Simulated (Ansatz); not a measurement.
ZnCdSe₂ in space group R3m (No. 160; Zn on 3a, Cd on 3a, Se on 3a, Se on 3a), LDA (plane waves, PAW; program Ansatz). The conduction-band minimum lies at Γ, with 1 equivalent valley. Second derivatives d²E/dk² of the lowest band at one valley (eV·Å²), along Cartesian directions:

```csv
direction,d²E/dk²
[100],129.7
[010],129.7
[001],108.5
[110],129.7
[101],119.2
[011],119.2
```

Find the principal effective masses, the density-of-states mass and the conductivity mass.

Off-diagonal terms follow from H_xy = H[110] − (H_xx + H_yy)/2, and m*/mₑ = 7.620 eV·Å² over each eigenvalue: 0.059, 0.059, 0.070. One valley's DOS mass (m₁m₂m₃)^(1/3) = 0.062, conductivity mass 3/(Σ 1/mᵢ) = 0.062 mₑ.

What effective density of states Nc follows at 300 K for parabolic valleys?

Nc = 2.509e19 × 1 × (0.062)^(3/2) ≈ 3.9e17 cm⁻³.

With the computed static dielectric constant 11.1 (mean of the diagonal), estimate a hydrogenic donor's binding energy and radius.

E = 13.606 eV × 0.062/11.1² ≈ 6.8 meV; a = 0.529 Å × ε/m* ≈ 95 Å. Semilocal masses tend to be too small where the gap is.

The first step of the workflow began from a Materials Project structure, measured or hypothetical; the Crystallography Open Database copy checked does not list it. Whether it is the stable phase at ambient conditions was not checked. Symmetry was held in the LDA relaxation; of distortions, only those at the zone centre were tested. Scalar-relativistic: spin–orbit coupling is off unless named, which matters more the heavier the elements.

Potentials: the later of the program's two PAW sets.
